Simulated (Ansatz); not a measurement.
Level of theory: DFT, r2SCAN, plane waves (500 eV) with PAW, scalar-relativistic (Ansatz 0.2.0). (PAW data from PBE, frozen cores regenerated.)

An element in the simple cubic structure gives this curve. The cell is scaled uniformly from the relaxed one, with fractional coordinates and shape fixed. Energies are extrapolated to zero smearing, pressures are those at the given smearing. Magnetic state: spin not included.

```
V (Å³/atom)  E − E₀ (meV/atom)  P (GPa)
     25.782              104.4    10.64
     26.954               43.6     6.33
     28.126               10.9     2.94
     29.298                0.2     0.28
     30.470                6.6    -1.83
     31.642               26.8    -3.54
     32.814               58.1    -4.92
```

Which element is it?
A. tellurium
B. lutetium
C. magnesium
D. antimony

D. Its fit is V₀ = 29.40 Å³/atom, B₀ = 58 GPa, B₀′ = 4.9.
